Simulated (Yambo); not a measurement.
G0W0@LDA for LiBH4 (space group P6_3mc, No. 186) in Yambo. Reference settings: 3×3×2 Γ-centred k mesh, bands 3 to 199 and a 8 Ry block in the screening, 199 bands in G with the Bruneval-Gonze terminator, plasmon pole fitted at 27.2 eV. The LDA gap Γ → Γ on this mesh is 6.54 eV; G0W0 gaps are taken between the same points.

The settings were changed. The gap went from 9.75 eV to 9.36 eV, and the shift of the valence edge from -1.97 eV to -1.51 eV.

**Question.** Name the change that produced these shifts.
(A) 1 Ry block
(B) 66 bands in W, 66 bands in G
(C) no random integration
(D) 123 bands in G

**Answer.** A, 1 Ry block. The others gave (gap, valence shift): 66 bands in W, 66 bands in G: 9.69, -1.73 eV; 123 bands in G: 9.75, -1.97 eV; no random integration: 9.65, -1.77 eV.

Geometry of the Materials Project entry, not relaxed at this level; primitive cell a = 4.2028 Å, b = 4.2028 Å, c = 7.4201 Å, α = 90.00°, β = 90.00°, γ = 120.00°.

The structure is a Materials Project entry; no match was found in the copy of COD used, and its stability was not checked.

A shift is the quasiparticle energy of the state minus its LDA energy.
